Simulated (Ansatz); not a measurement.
Cr3NiC:
```
Cr3NiC
1.0
    3.78981     0.00000     0.00000
    0.00000     3.78981     0.00000
    0.00000     0.00000     3.78981
Cr Ni C
3 1 1
Direct
  0.50000   0.50000   0.00000
  0.00000   0.50000   0.50000
  0.50000   0.00000   0.50000
  0.00000   0.00000   0.00000
  0.50000   0.50000   0.50000
```

Relaxed with PBE. Special points in fractions of this cell's reciprocal vectors: Γ (0.000, 0.000, 0.000); X (0.000, 0.500, 0.000); M (0.500, 0.500, 0.000); R (0.500, 0.500, 0.500).

Problem. List the band energies nearest the Fermi level at these points for the program Ansatz at the PBE level (PAW).

Solution. In eV from the Fermi level; about four levels below and three above (degenerate sets whole), none deeper than 8.9 eV; points with the same levels are listed once.

```
k                                below                     above
-  -----------------------------------  ------------------------
Γ        -1.43 -1.43 -1.43 -0.25 -0.25  0.64 0.64 0.99 0.99 0.99
X              -1.47 -1.47 -1.36 -0.27            0.15 0.32 0.32
M              -0.77 -0.77 -0.38 -0.38            0.14 0.53 0.82
R  -0.85 -0.85 -0.85 -0.11 -0.11 -0.11            0.32 0.32 0.32
```

Space group Pm-3m (anti-perovskite). The start of the workflow was typed in or built on a structure type; neither database checked (COD, Materials Project) lists it. Its standing as an ambient phase is unchecked. The cell was relaxed with PBE under the symmetry of its start; whether a distortion lowers the energy is not shown. The workflow began spin-polarised and lost its moments.

Potentials: the earlier of the program's two PAW sets.
